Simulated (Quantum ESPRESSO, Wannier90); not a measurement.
**CsPbBr$_{3}$ (cubic perovskite), plane waves to Wannier functions**

```xyz
5
Lattice="5.9486 0.0000 0.0000 0.0000 5.9486 0.0000 0.0000 0.0000 5.9486" Properties=species:S:1:pos:R:3 pbc="T T T"
Cs     0.0000     0.0000     0.0000
Pb     2.9743     2.9743     2.9743
Br     2.9743     2.9743     0.0000
Br     0.0000     2.9743     2.9743
Br     2.9743     0.0000     2.9743
```

Cell from Materials Project (mp-600089), symmetrised, no further relaxation. COD (Crystallography Open Database) records the formula in this space group. Ideal cubic forms of this type are often high-temperature phases that distort on cooling; symmetry holds the cell here, and its stability was not tested. Computed values, not measurements, from PBEsol: Quantum ESPRESSO (norm-conserving PseudoDojo potentials, cutoff 50 Ry, no spin polarisation, no spin-orbit coupling) on a Γ-centred 4×4×4 mesh, then Wannier90. Density: 6×6×6 mesh, cold smearing 0.01 Ry. Spin-orbit coupling is left out although heavy elements are present.

Functional, cutoff and mesh named above are those of the base row (1); the first column says what each row takes instead. Model: 16 functions from bands 7-9,14-36, start hydrogen-like Cs: s; Pb: p; Br: s;p, disentangled but not localised (num_iter = 0), frozen window tied to the conduction edge or Fermi level of each row, as listed, which moves Ω_I and hoppings a little by itself. Energies are relative to the valence-band maximum; the misfit is to pw.x on a path, for states up to 2.6 eV relative to the valence-band maximum. The lattice is scaled uniformly, fractional positions fixed. The disentangled Ω_I can sit in another minimum from row to row.

| scale | frozen to (eV) | Ω_I (Å²) | rms misfit (meV) | gap (eV) | bottom of band 7 (eV) | on-site Pb2 pz minus Cs1 s (eV) | hopping modulus Br3 pz – Pb2 pz, R = 0 0 0 (eV) | hopping modulus Br3 s – Pb2 pz, R = 0 0 0 (eV) | hopping modulus Br3 s – Cs1 s, R = 0 0 0 (eV) |
|---|---|---|---|---|---|---|---|---|---|
| 0.95 | 2.38 | 32.58 | 8.2 | 0.88 | -15.97 | -2.23 | 2.196 | 1.252 | 0.164 |
| 0.975 | 2.78 | 31.34 | 5.8 | 1.28 | -15.17 | -2.22 | 2.025 | 1.090 | 0.160 |
| 1 | 3.10 | 30.47 | 4.4 | 1.59 | -14.49 | -2.24 | 1.865 | 0.945 | 0.157 |
| 1.025 | 3.33 | 29.86 | 3.5 | 1.83 | -13.92 | -2.28 | 1.716 | 0.816 | 0.154 |
| 1.05 | 3.51 | 29.65 | 2.6 | 2.01 | -13.45 | -2.34 | 1.575 | 0.700 | 0.152 |
